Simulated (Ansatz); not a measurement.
C:
```xyz
8
Lattice="2.5053 0.0000 0.0000 -1.2526 2.1697 0.0000 0.0000 0.0000 8.2643" Properties=species:S:1:pos:R:3 pbc="T T T"
C      0.0000     0.0000     4.9003
C      0.0000     0.0000     3.3640
C      0.0000     0.0000     0.7682
C      0.0000     0.0000     7.4962
C      0.0000     1.4464     2.8467
C      1.2526     0.7232     5.4176
C      1.2526     0.7232     6.9789
C      0.0000     1.4464     1.2855
```

Relaxed with PBEsol. Special points in fractions of this cell's reciprocal vectors: Γ (0.000, 0.000, 0.000); M (0.500, 0.000, 0.000); K (0.333, 0.333, 0.000); A (0.000, 0.000, 0.500); L (0.500, 0.000, 0.500); H (0.333, 0.333, 0.500).

List the band energies nearest the valence-band maximum at these points for DFT-PBEsol in the program Ansatz with PAW potentials.

In eV from the valence-band maximum; about four levels below and three above (degenerate sets whole), none deeper than 8.9 eV; points with the same levels are listed once.

```tsv
k	below	above
Γ	-1.76 -1.76 -0.24 0.00 0.00	5.27 5.27 5.44
M	-5.02 -4.75 -3.75 -3.01	4.49 5.48 5.90
K	-7.25 -5.72 -5.72 -4.22	6.04 6.04 7.91
A	-0.66 -0.66 -0.66 -0.66	6.05 6.05 6.05 6.05
L	-4.82 -4.82 -3.72 -3.72	4.84 4.84 6.87 6.87
H	-5.52 -5.52 -5.18 -5.18	4.96 4.96 9.77 9.77
```

Space group P6_3/mmc. The first step of the workflow began from a Materials Project structure, measured or hypothetical. Its sites differ from those of the usual phase in this space group: another stacking or structure type. The PBEsol relaxation kept the symmetry of its start; its stability against distortions is not shown here.

Potentials: the earlier of the program's two PAW sets. The files were generated under PBE; for other functionals the program regenerates the frozen cores, and for LDA and PBEsol the local potential too.
